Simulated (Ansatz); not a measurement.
A relaxed cell of ZrO is given with its symmetry left out. The cell was found from a structure generator's guess, not taken from experiment.

Computed with Ansatz, DFT PBE, scalar-relativistic, plane waves, PAW. Cutoff 420 eV, Γ-centred mesh, Gaussian smearing, no spin polarisation.

```
Zr O
1.0
     3.19873    0.00000    0.00000
     0.00000    3.19873    0.00000
     0.00000    0.00000    5.98575
Zr O
2 2
Direct
  0.50000 0.50000 0.25000
  0.50000 0.50000 0.75000
  0.00000 0.50000 0.00000
  0.50000 0.00000 0.50000
```

Formation energies are uncorrected and refer to the elements' standard structures at the same level (O₂ as a molecule).

Question: What space group does it have?

Answer: P4_2/mmc (No. 131). Conventional cell: a = 3.199 Å, c = 5.986 Å. Zr has 4 O at 2.19 Å, 2 Zr at 2.99 Å and 4 Zr at 3.20 Å; around O lie 4 Zr at 2.19 Å.

Question: What is its formation energy per atom?

Answer: −1.91 eV/atom. Whether it is stable depends on the other phases of the system, which aren't compared here.

Question: Is it a metal?

Answer: Yes, bands cross the Fermi level on the 14×14×8 mesh.

Question: From what recipe could a structure generator have reached it?

Answer: One such recipe: ordered vacancies on the cation sites of antifluorite (P4_2/mmc, No. 131). Other recipes can lead to the same cell.

The last run used a 14×14×8 mesh (in the run's order of axes) for its 4-atom cell and Gaussian smearing of 0.10 eV. Symmetry constrained the relaxation, so the result can be a saddle point.
